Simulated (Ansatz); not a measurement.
Data:

Starting cell, CaO (rock salt):

```xyz
2
Lattice="0.0000 2.4153 2.4153 2.4153 0.0000 2.4153 2.4153 2.4153 0.0000" Properties=species:S:1:pos:R:3 pbc="T T T"
O      0.0000     0.0000     0.0000
Ca     2.4153     2.4153     2.4153
```

The atoms are displaced by Q × the pattern below (from a DFPT mode at Γ, largest move 1; Q in Å), at fixed cell. It is one choice among 3 degenerate patterns.

| atom | x | y | z |
|---|---|---|---|
| O1 | 0.000 | 0.000 | 1.000 |
| Ca2 | 0.000 | 0.000 | -0.399 |

Method: PBE (plane waves to 420 eV, PAW, scalar-relativistic; Ansatz, an electronic-structure program). k mesh 12×12×12 (Γ-centred), Fermi-Dirac smearing 0.05 eV. Energies are smeared free energies. CaO was relaxed with its symmetry unable to fall. The zero of ΔE is the undisplaced structure.

The scan covers Q from -0.100 to 0.100 Å in 13 points.

Problem. Is the energy the same for equal positive and negative displacements?

Solution. Even: the same for both signs.

Problem. Which space group does the distorted structure have?

Solution. I4mm (No. 107), lowered from Fm-3m.

Problem. What is the energy change at Q = 0.100 Å?

Solution. 28.7 meV/cell.

Problem. What harmonic wavenumber does the curvature at Q = 0 give?

Solution. 255 cm⁻¹.

(A displaced cell: forces are minus the slopes of the energy, force constants its curvatures, and phonons follow from these.)
